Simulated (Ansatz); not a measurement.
Consider the following.

Starting cell, HgTe (zinc blende):

```yaml
crystal:
  lattice:
    - [0.00000, 3.28672, 3.28672]
    - [3.28672, 0.00000, 3.28672]
    - [3.28672, 3.28672, 0.00000]
  atoms:
    - { symbol: Te, position: [0.75000, 0.75000, 0.75000] }
    - { symbol: Hg, position: [0.00000, 0.00000, 0.00000] }
```

Scan: atom 1 (Te, nearest neighbour Hg at 2.846 Å; its periodic images, 4.6 Å or more away, move with it) is displaced along Cartesian x, direction (1.000, 0.000, 0.000) in Cartesian axes, by s. The other atoms stay.

Calculation: r2SCAN (plane waves to 500 eV, PAW, scalar-relativistic; Ansatz, a quantum-chemistry and plane-wave program). k mesh 10×10×10 (Γ-centred), Fermi-Dirac smearing 0.05 eV. E stands for the smeared free energy. With partly filled bands, energies and forces of such displacements shift with the k mesh and the smearing. At this level the bands of HgTe touch or barely overlap. HgTe was relaxed with its symmetry unable to fall. Spin-orbit coupling is left out, though Hg and Te are heavy. The PAW data are Ansatz's earlier set. The zero of ΔE is the undisplaced structure.

The scan covers s from -0.280 to 0.280 Å in 11 points.

Task: Is this a single well or a double well?

Result: A single well with its minimum at or next to zero displacement.

Task: Is the energy the same for equal positive and negative displacements?

Result: Even: the same for both signs. With its periodic images moving along, the atom's site symmetry in this cell is -43m.

Task: What is the force constant k = d²E/ds² of this move at s = 0?

Result: 2.88 eV/Å².

(For displaced atoms, the force is minus the slope of the energy, and its curvature is a force constant, which sets phonon frequencies.)
